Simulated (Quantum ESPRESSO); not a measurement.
Parts of the isotropic shielding in GaN, by PBE GIPAW on JTH datasets (Quantum ESPRESSO, modified build), 25 Ha, k-mesh 10×10×10 shifted:

```
CELL_PARAMETERS angstrom
      0.00000     2.29857     2.23096
      2.23096     0.00000     2.23096
      2.23096     2.29857     0.00000
ATOMIC_POSITIONS crystal
  Ga 0.00000 0.00000 0.00000
  N  0.75000 0.75000 0.75000
```
The cell was made here from a computed Materials Project entry: strained by +2 % along the cube axis and by -1 % across it, atoms relaxed (PBE without dispersion, pw.x of Quantum ESPRESSO, symmetry kept). The parent is GaN in F-43m. Stability against distortions was not tested.

The core term is that of the free atom's frozen core; the paramagnetic column sums the reconstruction terms. Shieldings are absolute and leave out the bulk-susceptibility term; a larger σ means a smaller chemical shift. By our sweeps, such settings leave a few ppm in absolute σ on light atoms and up to some 20 ppm from Zn on. The structure is static (0 K, no zero-point motion).

| site | core | bare (smooth current) | diamagnetic correction | paramagnetic corrections | σ_iso (ppm) |
|---|---|---|---|---|---|
| Ga (atom 1) | 2363.1 | 13.0 | 272.7 | [?] | [?] |
| N (atom 2) | 235.8 | -14.9 | 11.0 | [?] | [?] |

Complete the blanks.


- Ga (atom 1), paramagnetic corrections: -1329.6
- Ga (atom 1), σ_iso (ppm): 1319.2
- N (atom 2), paramagnetic corrections: -121.4
- N (atom 2), σ_iso (ppm): 110.4
